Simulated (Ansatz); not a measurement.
InAs in space group P-6m2 (No. 187; In on 1a, As on 1f), PBE in the plane-wave PAW code Ansatz, all energies at zero smearing, with the estimated change up to a 700 eV cutoff added, with one set of potentials and settings (totals compare only within such a set). Cell of 2 atoms (1 In, 1 As): -10453.853 eV.

```
element              reference phase  E (eV/atom)
-------  ---------------------------  -----------
In       I4/mmm, 1 atoms in the cell   -5597.8481
As         R-3m, 2 atoms in the cell   -4856.1377
```

Formation energy per atom, worked out: (-10453.853 − 1×(-5597.8481) − 1×(-4856.1377))/2 = 0.066 eV/atom (6 kJ per mol of atoms), at 0 K, without zero-point energy or fitted corrections.

A made-up cell: these elements were put on the sites of a structure type; neither database checked (COD, Materials Project) lists it. It is not the phase usual at ambient conditions (space group No. 216). Symmetry was held in the PBE relaxation; whether a distortion lowers the energy is not shown. The references are the lowest solids computed at this level, not always the standard phases.

Potentials: the later of the program's two PAW sets.
